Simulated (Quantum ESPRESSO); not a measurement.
Zn3O2FCl, a curve over strain

Computed values, not a measurement. The program is pw.x of Quantum ESPRESSO 7.5 (plane-wave density functional theory). The cell is made up: 7 atoms on a wurtzite lattice with one site empty, with randomly drawn elements, strain and displacements, not relaxed. PseudoDojo standard norm-conserving files (v0.5 for PBE, v0.4.1 for LDA and PBEsol) set the functional; there is no spin polarisation, spin-orbit coupling or dispersion term, and the masses in the input are unused placeholders.

Seven runs add a strain to one cell (along z); the atoms follow the cell and are not relaxed. Stress in the table is positive in tension.

Input of the run at +0.0007:

```
&control calculation='scf', pseudo_dir='./dojo.nc.sr.pbe.v0_5.standard.upf', outdir='./o', disk_io='medium', tprnfor=.true., tstress=.true. /
&system ibrav=0, nat=7, ntyp=4, nbnd=49, ecutwfc=84.00895049, nosym=.true., tot_charge=0,
 occupations='smearing', smearing='fd', degauss=0.0018374661
/
&electrons conv_thr=7.350e-09, electron_maxstep=60, /
ATOMIC_SPECIES
Cl 1.0 Cl.upf
F 1.0 F.upf
O 1.0 O.upf
Zn 1.0 Zn.upf
CELL_PARAMETERS angstrom
3.433 0.0111 -0.0258
0.0193 5.9439 -0.0382
-0.0422 -0.036 5.5937
ATOMIC_POSITIONS angstrom
Zn 0.048 0.0335 0.161
Zn 1.6561 3.0509 0.0201
Zn 1.6557 0.9956 2.8089
O -0.0463 0.1039 2.1548
F 1.7031 3.033 2.0858
Cl 1.6143 0.9855 4.8387
O 0.0165 3.9313 4.8091
K_POINTS automatic
5 4 4 1 1 1
```

| added strain | free energy less that of the input shown (eV) | stress xx (GPa) | stress yy (GPa) | stress zz (GPa) | stress xy (GPa) | pressure (GPa) | next band up at Gamma (eV) | iterations |
| --- | --- | --- | --- | --- | --- | --- | --- | --- |
| -0.0158 | 0.0828 | -0.10 | 2.72 | -9.09 | -0.91 | 2.16 | 1.421 | 12 |
| -0.0065 | 0.0301 | 0.21 | 2.92 | -6.75 | -0.89 | 1.21 | 1.417 | 12 |
| -0.0015 | 0.0084 | 0.37 | 3.02 | -5.57 | -0.87 | 0.73 | 1.415 | 12 |
| +0.0007 | 0.0000 | 0.43 | 3.06 | -5.07 | -0.86 | 0.52 | 1.414 | 12 |
| +0.0140 | -0.0347 | 0.83 | 3.31 | -2.23 | -0.82 | -0.64 | 1.404 | 12 |
| +0.0176 | -0.0393 | 0.92 | 3.38 | -1.52 | -0.81 | -0.93 | 1.401 | 12 |
| +0.0245 | -0.0434 | 1.11 | 3.49 | -0.22 | -0.80 | -1.46 | 1.395 | 12 |

A cubic fit gives a slope of stress zz against the added strain of 228 GPa at zero added strain, with the atoms clamped. Across the table the free energy follows the integral of the stress to within 0.7 meV. A rerun of one of the cells at 1437 eV and a 7 x 6 x 6 mesh moved values by no more than 0.002 eV in energy, 0.04 GPa in stress and 0.003 eV/Å in force. The band column is the level of band 44 at Gamma less that of band 43, whose number is half the electron count, rounded up; it comes from a band step after each run.